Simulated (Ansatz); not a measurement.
SrScHO₂:
```cif
data_HO2ScSr
_chemical_formula_sum 'Sr1 Sc1 O2 H1'
_space_group_name_H-M_alt 'P4/mmm'
_space_group_IT_number 123
_space_group_name_Hall '-P 4 2'
_cell_length_a 4.11296
_cell_length_b 4.11296
_cell_length_c 3.83722
_cell_angle_alpha 90.000
_cell_angle_beta 90.000
_cell_angle_gamma 90.000
loop_
_atom_site_label
_atom_site_type_symbol
_atom_site_symmetry_multiplicity
_atom_site_Wyckoff_symbol
_atom_site_fract_x
_atom_site_fract_y
_atom_site_fract_z
_atom_site_occupancy
Sr1 Sr 1 d 0.50000 0.50000 0.50000 1
Sc1 Sc 1 a 0.00000 0.00000 0.00000 1
O1 O 2 f 0.00000 0.50000 0.00000 1
H1 H 1 b 0.00000 0.00000 0.50000 1
```

Relaxed with r²SCAN. 

**Question.** HSE06 on this cell (Ansatz, an electronic-structure program, PAW) gives a gap of 3.73 eV. What does r²SCAN give?

**Answer.** 2.89 eV.

Cost on shared cores: the r²SCAN run (SCF on a 7×7×7 mesh, then bands and DOS) about 80 core-seconds (a rough figure), the HSE06 run (SCF on 4×4×4, then a few points) roughly 2.5 core-minutes; the tasks are unlike.

The start of the workflow was typed in or built on a structure type; neither database checked (COD, Materials Project) lists it. Whether it is the stable phase at ambient conditions was not checked. Symmetry was held in the r²SCAN relaxation; whether a distortion lowers the energy is not shown. No spin polarisation was allowed. Spin–orbit coupling is left out wherever it is not named.

Potentials: the earlier of the program's two PAW sets.

Ansatz is a plane-wave DFT program.
